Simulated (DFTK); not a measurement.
# Moving the functional in HPbNO4

```xyz
14
Lattice="6.8588 0.0000 -0.0149 0.0000 4.2287 0.0000 -3.3752 0.0000 7.2819" Properties=species:S:1:pos:R:3 pbc="T T T"
H    -0.1657    3.1715    3.6908
H     3.6492    1.0572    3.5763
Pb    1.1116    1.0572    2.0704
Pb    2.3720    3.1715    5.1966
N    -1.3470    3.1715    6.0821
N     4.8306    1.0572    1.1849
O     0.7385    3.1715    3.2966
O    -0.1272    3.1715    6.3220
O    -2.1947    3.1715    7.0275
O    -1.7741    3.1715    4.8746
O     2.7451    1.0572    3.9704
O     3.6108    1.0572    0.9451
O     5.6782    1.0572    0.2396
O     5.2576    1.0572    2.3925
```

The cell comes from a database or a generator and needn't be the stable form of this composition.

Kept alike: task single point; k mesh 2 × 3 × 2; occupations fermi-dirac, width 0.05 eV; no spin polarisation. Program: DFTK, SG15 1.2 (PBE), cutoff 1225 eV. The mesh is that of the run's cell of 14 atoms. No spin-orbit coupling.

| functional | pressure (GPa) |
| --- | --- |
| BLYP | 2.46 |
| LDA | -3.62 |
| PBE | 0.15 |
| PBEsol | -1.85 |
| RPBE | 2.09 |

The k mesh is coarse, so the values aren't converged. Pressure is positive in compression; the values hold the error of the finite cutoff, so their zero can differ a little from the energy's minimum. All rows use potentials made for PBE.

Task: What does the functional change here?

Result: The pressure runs from -3.62 (LDA) to 2.46 GPa (BLYP). From PBE: BLYP +2.31; LDA -3.77; PBEsol -2.00; RPBE +1.94.
